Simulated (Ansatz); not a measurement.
Data:

HCl:
```xyz
2
Lattice="-2.4614 2.4614 1.5292 2.4614 -2.4614 1.5292 2.4614 2.4614 -1.5292" Properties=species:S:1:pos:R:3 pbc="T T T"
H      0.0000     0.0000     0.0000
Cl     0.0000     0.0000     1.5292
```

This is the r²SCAN+D4-relaxed structure.

Q: All from plane-wave PAW r²SCAN+D4 (Ansatz code), unless another level is named. Give the HSE06 gap on the r²SCAN+D4 cell.

A: 4.00 eV.

Q: And the valence-band maximum?

A: on the X–P line, 60 % of the way from X.

Q: What about the weight of the valence-edge state by species (Voronoi cells)?

A: Cl 90 %, H 10 %.

Space group I4/mmm. The workflow started from an entry of the Crystallography Open Database (COD); the relaxed space group is not among those it files for this formula. COD files the formula under space group No. 36, 69, 225, so this cell is another polymorph or a model. The r²SCAN+D4 relaxation kept the symmetry of its start; its stability against distortions is not shown here. The substance is a gas or liquid at ambient conditions.

Potentials: the later of the program's two PAW sets.
